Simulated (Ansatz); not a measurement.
## CdAu (Pmma): electronic heat capacity and spin susceptibility from the density of states

Theory: DFT r2SCAN, scalar-relativistic, plane waves, PAW in Ansatz.

Plane waves to 500 eV, a k mesh through Γ of 10×14×10 on the computed 4-atom cell and Gaussian smearing (0.10 eV); no spin polarisation.

Relaxed cell: Pmma, a = 4.760 Å, b = 3.241 Å, c = 4.878 Å, α = 90.00°, β = 90.00°, γ = 90.00°, 4 atoms in the primitive cell. Whether it is the stable form of this composition wasn't checked.

The density of states at the Fermi level is 1.041 states/eV in the cell of 4 atoms (2 formula units; both spins, tetrahedra on a 15×21×15 mesh).

Question: What Sommerfeld coefficient and Pauli susceptibility does this give?

Answer: Per formula unit N(E_F) = 0.521 states/eV. γ = (π²/3) k_B² N(E_F) N_A = 2.357 mJ/(mol K²) per state/eV, so γ = 1.2 mJ/(mol K²), a mole of formula units. χ_P = μ_B² N(E_F) N_A = 3.23×10⁻⁵ emu/mol per state/eV gives 1.7×10⁻⁵ emu/mol. This is the bare band result: a measured γ of the same phase is as a rule larger by a factor 1 + λ from phonons and spin fluctuations, the spin part of χ is larger by the Stoner factor, and a measured χ also holds orbital and core terms. N(E_F) at one energy is sensitive to the mesh where the density of states has sharp peaks.

Spin-orbit coupling is left out, which matters for the bands of heavy elements.

Cost: 1 run of about 6.2 core-minutes, on Arm Neoverse V1 (shared hosts).